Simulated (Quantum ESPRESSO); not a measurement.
**Band energies of Zn**

```
CELL_PARAMETERS angstrom
      2.61436     0.00000     0.00000
     -1.30718     2.26410     0.00000
      0.00000     0.00000     4.87316
ATOMIC_POSITIONS crystal
  Zn 0.33333 0.66667 0.25000
  Zn 0.66667 0.33333 0.75000
```

norm-conserving PBEsol (Quantum ESPRESSO, 84 Ry, scalar-relativistic); path ΓMKΓALHA,LM,KH; energies in eV from the Fermi level.

```
k (1/Å)  point  band 16  band 17  band 18  band 19  band 20  band 21  band 22  band 23
-------  -----  -------  -------  -------  -------  -------  -------  -------  -------
0.00         Γ    -7.35    -7.35    -7.12    -7.12    -4.00    -3.08    13.80    17.46
0.32              -7.47    -7.39    -7.33    -7.12    -3.34    -2.87    13.24    14.25
0.75              -7.42    -7.33    -7.30    -7.12    -1.73    -1.04     6.15    11.96
1.17              -7.13    -6.99    -6.97    -4.81    -0.38     1.53     2.25     6.09
1.39         M    -7.13    -6.94    -6.91    -3.06    -2.23     2.64     3.51     4.31
1.62              -7.17    -7.00    -6.99    -2.76    -2.04     2.87     3.75     4.46
1.96              -7.29    -7.23    -7.14    -1.36    -1.07     3.04     4.05     4.98
2.19         K    -7.32    -7.23    -7.23     0.02     0.02     0.05     5.03     6.30
2.40              -7.34    -7.30    -7.10    -2.46     1.32     1.65     3.39     4.39
2.83              -7.52    -7.20    -7.08    -6.17    -0.54     0.55     5.53     5.78
3.26              -7.50    -7.44    -7.38    -7.13    -2.45    -2.34    10.91    11.06
3.58              -7.38    -7.37    -7.23    -7.12    -3.69    -2.99    14.01    15.60
3.79         Γ    -7.35    -7.35    -7.12    -7.12    -4.00    -3.08    13.80    17.46
4.01              -7.33    -7.33    -7.13    -7.13    -5.57    -1.12    11.35    18.23
4.44         A    -7.78    -7.21    -7.21    -7.21    -7.21     4.60     4.60    19.40
4.83              -7.64    -7.24    -7.24    -7.01    -7.01     5.18     5.18    13.51
5.13              -7.42    -7.25    -7.25    -6.43    -6.43     6.27     6.27     8.71
5.53              -7.23    -7.02    -7.02    -4.08    -4.08     2.84     2.84     8.89
5.82         L    -7.15    -6.92    -6.92    -2.10    -2.10     0.20     0.20    10.30
5.92              -7.15    -6.95    -6.95    -2.04    -2.04     0.22     0.22    10.33
6.32              -7.36    -7.11    -7.11    -0.67    -0.67     0.87     0.87     5.71
6.62         H    -7.56    -7.13    -7.13     0.88     0.88     1.77     1.77     2.32
7.00              -7.50    -7.07    -7.07    -2.64    -2.64     4.45     4.45     4.71
7.38              -7.42    -7.12    -7.12    -5.63    -5.63     7.01     7.01     8.45
7.76              -7.56    -7.24    -7.24    -6.91    -6.91     5.42     5.42    13.37
8.04              -7.75    -7.22    -7.22    -7.17    -7.17     4.73     4.73    17.48
8.23         A    -7.78    -7.21    -7.21    -7.21    -7.21     4.60     4.60    19.40
8.23         L    -7.15    -6.92    -6.92    -2.10    -2.10     0.20     0.20    10.30
8.33              -7.09    -6.93    -6.92    -2.30    -2.02     0.30     0.37     9.66
8.76              -7.14    -6.94    -6.92    -3.03    -2.22     2.38     2.88     5.04
8.87         M    -7.13    -6.94    -6.91    -3.06    -2.23     2.64     3.51     4.31
8.87         K    -7.32    -7.23    -7.23     0.02     0.02     0.05     5.03     6.30
9.09              -7.36    -7.21    -7.21     0.15     0.15     0.26     4.27     4.47
9.52         H    -7.56    -7.13    -7.13     0.88     0.88     1.77     1.77     2.32
```

A metal at this level: along this path bands 19, 20, 21 cross the Fermi level.

Geometry of the Materials Project entry, not relaxed at this level.
